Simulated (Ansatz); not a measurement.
SrB2Ir2 squeezed and stretched

A database entry relaxed whole under r2SCAN (Fddd):

```yaml
crystal:
  lattice:
    - [0.00000, 4.70746, 5.34663]
    - [3.03728, 0.00000, 5.34663]
    - [3.03728, 4.70746, 0.00000]
  atoms:
    - { symbol: Sr, position: [0.75000, 0.75000, 0.75000] }
    - { symbol: Sr, position: [0.50000, 0.50000, 0.50000] }
    - { symbol: B, position: [0.07585, 0.42415, 0.07585] }
    - { symbol: B, position: [0.42415, 0.07585, 0.42415] }
    - { symbol: B, position: [0.17415, 0.82585, 0.17415] }
    - { symbol: B, position: [0.82585, 0.17415, 0.82585] }
    - { symbol: Ir, position: [0.11892, 0.11892, 0.38108] }
    - { symbol: Ir, position: [0.38108, 0.38108, 0.11892] }
    - { symbol: Ir, position: [0.13108, 0.13108, 0.86892] }
    - { symbol: Ir, position: [0.86892, 0.86892, 0.13108] }
```

The cell was scaled uniformly, its shape held, and the atoms relaxed at each volume with plane-wave PAW DFT (Ansatz 0.2.0; r2SCAN, 500 eV, 6×6×6 Γ-centred mesh, fermi-dirac occupations of width 0.100 eV; no spin, no spin-orbit coupling). One row is withheld.

```
volume (Å³/atom)  energy over the lowest (meV/atom)  pressure (GPa)
          14.372                               34.3           12.65
          14.678                                  ?               ?
          14.983                                3.6            3.80
          15.289                                0.0            0.03
          15.595                                3.2           -3.33
          15.901                               12.6           -6.35
          16.206                               27.4           -9.06
```

Task: Fit the pressures of the other rows to the third-order Birch-Murnaghan form.

Result: With f = [(V₀/V)^(2/3) − 1]/2 and P = 3B₀f(1 + 2f)^(5/2)[1 + 3(B₀′ − 4)f/2], least squares gives V₀ = 15.29 Å³ an atom, B₀ = 178 GPa and B₀′ = 4.4; the rows miss the fit by less than 0.01 GPa. The slope of the energies differs from these pressures by less than 0.05 GPa.

Task: What does the withheld row hold?

Result: The fit gives 7.98 GPa at 14.678 Å³; the run gave 7.99 GPa and 14.7 meV an atom.

Caveats: the shape of the cell was held, so B₀ is an upper bound where the axes differ in stiffness; 0 K, fixed nuclei; the symmetry was kept, and this need not be the phase that is stable at 0 K; one mesh for all volumes; every run is gapless at this level; pressure is positive in compression.
